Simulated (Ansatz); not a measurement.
The cell is Ga₃Sb₂As as one 6-atom ordering (Imm2) on the zincblende lattice; cell and atoms were relaxed with r2SCAN. The symmetry is Imm2 (No. 44, orthorhombic); conventional cell a = 4.234 Å, b = 12.680 Å, c = 5.967 Å, 26.70 Å³ an atom. Around As lie 4 Ga at 2.46–2.51 Å; around Ga lie 2 As at 2.51 Å and 2 Sb at 2.65 Å; around Sb lie 4 Ga at 2.63–2.65 Å; around Ga lie 1 As at 2.46 Å and 3 Sb at 2.63–2.65 Å.

```
As Ga Sb
1.0
    -2.11713    6.34025    2.98370
     2.11713   -6.34025    2.98370
     2.11713    6.34025   -2.98370
As Ga Sb
1 3 2
Cartesian
  0.0000 0.0000 0.0059
  2.1171 0.0000 1.3632
  2.1171 4.3399 1.5568
  0.0000 2.0003 4.5405
  0.0000 4.2409 -0.0036
  0.0000 8.4395 -0.0036
```

3 runs of the PAW code Ansatz on this cell differ in the functional (and in the settings that go with it). Levels are in eV from each run's valence top; v1 is the last filled band, c1 the first empty one.

Run A, mean stress +0.3 GPa (compression positive):
```
point     v5     v3     v1    c1    c2    c3
    Γ  -2.60  -0.10   0.00  0.71  2.19  2.61
    X  -2.84  -2.17  -0.31  1.49  1.68  2.59
   F₀  -3.03  -2.63  -1.57  1.75  1.85  2.48
   Λ₀  -2.29  -1.24  -0.86  1.02  1.68  1.79
    R  -3.82  -2.53  -1.28  1.13  3.69  3.77
    W  -3.52  -2.54  -1.58  2.44  2.45  4.15
```

Run B, mean stress 0.0 GPa (compression positive):
```
point     v5     v3     v1    c1    c2    c3
    Γ  -2.50  -0.12   0.00  0.34  1.81  2.26
    X  -2.75  -2.13  -0.30  1.13  1.37  2.18
   F₀  -2.91  -2.55  -1.54  1.42  1.52  2.13
   Λ₀  -2.22  -1.23  -0.84  0.66  1.31  1.45
    R  -3.66  -2.45  -1.26  0.78  3.25  3.32
    W  -3.38  -2.48  -1.55  2.05  2.06  3.77
```

Run C, mean stress +2.2 GPa (compression positive):
```
point     v5     v3     v1    c1    c2    c3
    Γ  -2.38  -0.12  -0.05  0.00  1.53  1.99
    X  -2.63  -2.06  -0.29  0.90  1.14  1.88
   F₀  -2.79  -2.44  -1.47  1.19  1.30  1.87
   Λ₀  -2.12  -1.19  -0.80  0.41  0.99  1.22
    R  -3.54  -2.36  -1.20  0.48  2.93  3.01
    W  -3.26  -2.42  -1.48  1.76  1.77  3.49
```

**Question.** Match the runs to PBE, r2SCAN, HSE06.

**Answer.** A is HSE06, B is r2SCAN, C is PBE. In order of the gap: PBE 0, r2SCAN 0.34, HSE06 0.71 eV.

Spin-unpolarised throughout. Whether this structure exists isn't addressed.

Spin-orbit coupling is left out, which matters wherever the heavy atoms make up the band edges.

The program warns that its thresholds are loose for a hybrid's stress.
